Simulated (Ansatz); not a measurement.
Li (bcc (W type), space group No. 229) under volume change, the program Ansatz at the PBEsol level (PAW), shape and atoms relaxed at each volume.

```csv
V (Å³/atom),E − E(relaxed) (meV/atom),P (GPa)
18.415,8.0,1.51
19.022,3.4,0.94
19.630,0.8,0.44
20.237,0.0,0.00
20.844,0.8,-0.39
21.451,2.9,-0.73
22.058,6.2,-1.02
```

Question: What does a third-order Birch–Murnaghan fit give for V₀, B₀ and B′?

Answer: V₀ = 20.23 Å³/atom, B₀ = 13.7 GPa, B′ = 3.3.

Space group Im-3m (bcc (W type)). The cell was relaxed with PBEsol under the symmetry of its start; of distortions, only those at the zone centre were tested.

Potentials: the later of the program's two PAW sets.
